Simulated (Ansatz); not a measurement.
NbSi₂ (fluorite, Fm-3m) under volume change, PBE (plane waves, PAW; program Ansatz), scaled uniformly.

| V (Å³/atom) | E − E(relaxed) (meV/atom) | P (GPa) |
|---|---|---|
| 16.761 | [?] | [?] |
| 17.314 | [?] | [?] |
| 17.867 | 6.0 | 3.57 |
| 18.419 | 0.0 | -0.01 |
| 18.972 | 5.5 | -3.10 |
| 19.524 | 20.8 | -5.67 |
| 20.077 | 44.1 | -7.82 |

Question: Fill in the missing entries.

Answer: 
- 17.314, E − E(relaxed) (meV/atom): 25.0
- 17.314, P (GPa): 7.48
- 16.761, E − E(relaxed) (meV/atom): 58.5
- 16.761, P (GPa): 12.12

Question: What does a third-order Birch–Murnaghan fit give for V₀, B₀ and B′?

Answer: V₀ = 18.42 Å³/atom, B₀ = 108 GPa, B′ = 3.8.

A made-up cell: these elements were put on the sites of a structure type; neither database checked (COD, Materials Project) lists it. COD files the formula under space group No. 180, 181, so this cell is another polymorph or a model. Whether it is the stable phase at ambient conditions was not checked. The cell was relaxed with PBE under the symmetry of its start. At this level the phase is mechanically unstable. No spin polarisation was allowed.

Potentials: the later of the program's two PAW sets.
